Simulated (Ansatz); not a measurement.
Values for one crystal, relaxed and computed with DFT-PBE in the program Ansatz with PAW potentials; other levels are named.

Volume per atom: 7.87 Å³
Electronic character: metallic (no gap)
Pressure derivative B′: 3.3
Bulk modulus (Birch–Murnaghan fit): 121 GPa
Density of states at the Fermi level: 0.07 states/eV per atom (mean over ±0.08 eV)

Which of these materials gives this?
A) Pb, simple cubic
B) Ce, diamond
C) Be, fcc (Cu type)
D) Sn, simple cubic

C, Be, fcc (Cu type)

Space group Fm-3m (fcc (Cu type)). The start of the workflow was typed in or built on a structure type; neither database checked (COD, Materials Project) lists it. It is not the phase usual at ambient conditions (space group No. 194). The cell was relaxed with PBE under the symmetry of its start; its stability against distortions is not shown here.

Potentials: the later of the program's two PAW sets.
